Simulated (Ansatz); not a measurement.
Method: DFT PBE, scalar-relativistic, plane waves, PAW in Ansatz 0.2.0. Cutoff 420 eV, Γ-centred 10×10×10 mesh (10-atom cell), Gaussian smearing of 0.02 eV, no spin polarisation.

Formation energies are uncorrected and count from the elements' standard states at the same level.

Task: Give a relaxed trial structure of a tetragonal semiconductor that holds S and 2 more elements, with a gap near 1.0 eV, a formation energy near −1.06 eV/atom and about 19 Å³ per atom, in a cell of 10 atoms. Its symmetry should be I4/mmm (No. 139).

Result: Mg₃Cd₂S₅, space group I4/mmm (No. 139). Mg on a site of symmetry 4mm is surrounded by 6 S at 2.59–2.67 Å; Mg on a site of symmetry 4/mmm is surrounded by 6 S at 2.58–2.67 Å; Cd has 6 S at 2.67–2.81 Å; S on a site of symmetry 4mm is surrounded by 5 Cd at 2.67–2.81 Å and 1 Mg at 2.67 Å; 2 more sites not described.

```cif
data_structure
_symmetry_space_group_name_H-M 'P 1'
_symmetry_Int_Tables_number 1
_cell_length_a 13.6584
_cell_length_b 13.6584
_cell_length_c 13.6584
_cell_angle_alpha 164.089
_cell_angle_beta 164.089
_cell_angle_gamma 22.574
_cell_volume 191.45
loop_
_atom_site_label
_atom_site_type_symbol
_atom_site_fract_x
_atom_site_fract_y
_atom_site_fract_z
_atom_site_occupancy
Mg1 Mg 0.59675 0.59675 0.00000 1
Mg2 Mg 0.40325 0.40325 0.00000 1
Mg3 Mg 0.00000 0.00000 0.00000 1
Cd1 Cd 0.19839 0.19839 0.00000 1
Cd2 Cd 0.80161 0.80161 0.00000 1
S1 S 0.69661 0.69661 0.00000 1
S2 S 0.30339 0.30339 0.00000 1
S3 S 0.90378 0.90378 0.00000 1
S4 S 0.50000 0.50000 0.00000 1
S5 S 0.09622 0.09622 0.00000 1
```

* Volume per atom: 19.14 Å³
* Density: 3.97 g/cm³
* Energy over the elements: −1.058 eV/atom
* Gap on the 10×10×10 mesh of the 10-atom cell: 1.04 eV

The structure comes from a generated guess, relaxed at this level; another structure or a mixture of phases may lie lower. Other answers may fit too; this one was computed.

Kohn–Sham gaps at this level usually fall short of measured ones. The reference form of S is held partly by dispersion forces, which this level lacks. A structure relaxed within its symmetry needn't be a true minimum.
